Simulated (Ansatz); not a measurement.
Sr2FeH6:
```cif
data_H6FeSr2
_chemical_formula_sum 'Sr2 Fe1 H6'
_space_group_name_H-M_alt 'P 1'
_space_group_IT_number 1
_cell_length_a 5.13403
_cell_length_b 5.13403
_cell_length_c 5.13403
_cell_angle_alpha 60.000
_cell_angle_beta 60.000
_cell_angle_gamma 60.000
loop_
_space_group_symop_operation_xyz
  'x, y, z'
loop_
_atom_site_label
_atom_site_type_symbol
_atom_site_fract_x
_atom_site_fract_y
_atom_site_fract_z
_atom_site_occupancy
Sr1 Sr 0.75000 0.75000 0.75000 1
Sr2 Sr 0.25000 0.25000 0.25000 1
Fe1 Fe 0.00000 0.00000 0.00000 1
H1 H 0.78107 0.78107 0.21893 1
H2 H 0.21893 0.21893 0.78107 1
H3 H 0.21893 0.78107 0.78107 1
H4 H 0.78107 0.21893 0.21893 1
H5 H 0.78107 0.21893 0.78107 1
H6 H 0.21893 0.78107 0.21893 1
```

Relaxed with LDA.

Problem. Give the optical modes at the zone centre with their infrared and Raman activity from DFPT, LDA (plane waves, PAW; program Ansatz).

Solution. Transverse frequencies, without the LO–TO term; a row sums one degenerate level.

```csv
ω (cm⁻¹),degeneracy,IR ((D/Å)²/amu),Raman (Å⁴/amu),activity,symmetry
144,3,0.00,13,Raman,T2g
192,3,27.91,0,IR,T1u
606,3,0.00,0,silent,T1g
832,3,0.00,0,silent,T2u
873,3,2.43,0,IR,T1u
897,3,0.00,800,Raman,T2g
1566,3,87.52,0,IR,T1u
1701,2,0.00,27,Raman,Eg
1706,1,0.00,2200,Raman,A1g
```

Problem. How high does the top mode go among those that the LO–TO term moves?

Solution. 1611 cm⁻¹ for q along x.

Space group Fm-3m. The first step of the workflow began from a Materials Project structure, measured or hypothetical; the Crystallography Open Database copy checked does not list it. Its standing as an ambient phase is unchecked. The LDA relaxation kept the symmetry of its start; phonons on a q-mesh show no instability. The run is not spin-polarised.

Potentials: the later of the program's two PAW sets.
